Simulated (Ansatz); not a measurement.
# ZnAg: frozen-core PAW against all-electron methods

```
Zn Ag
1.0
     3.18756    0.00000    0.00000
     0.00000    3.18756    0.00000
     0.00000    0.00000    3.15600
Zn Ag
1 1
Cartesian
  1.5938 1.5938 1.5780
  0.0000 0.0000 0.0000
```

Atom numbers follow the list: Zn1, Ag2.

The geometry is COD entry 9008800, unchecked; take it as a test cell. The listed cell was then made from it by scaling, straining or moving an atom.

Methods: DFT, LDA, PAW with Ansatz's default frozen-core files, scalar-relativistic (Ansatz 0.2.0); DFT, LDA, all-electron PAW with datasets made for the crystal, scalar-relativistic (Ansatz 0.2.0); DFT, LDA, all-electron LAPW, scalar-relativistic (Ansatz 0.2.0).

For PAW: a Γ-centred 12×12×12 k mesh, Fermi–Dirac smearing of 0.03 eV, cutoff 420 eV, no spin polarisation; the PAW files were made with PBE, and the program remakes their frozen cores for this functional. The crystal-made all-electron datasets (AE datasets) take a cutoff of 260 eV at this cell. LAPW targets a basis error of 0.25 meV/atom. The Ansatz runs share mesh, smearing and spin set-up. Plane-wave (PAW) pressures include the program's estimate of the Pulay term.

Stress and pressure are positive in compression.

The change that made this cell: equal xx and yy strain of +1 %.

```json
{"quantity": "pressure (GPa)", "PAW": "-9.67", "AE datasets": "-9.66", "LAPW": "-9.66"}
{"quantity": "stress xx (GPa)", "PAW": "-9.88", "AE datasets": "-9.87", "LAPW": "-9.87"}
{"quantity": "stress zz (GPa)", "PAW": "-9.25", "AE datasets": "-9.24", "LAPW": "-9.24"}
```
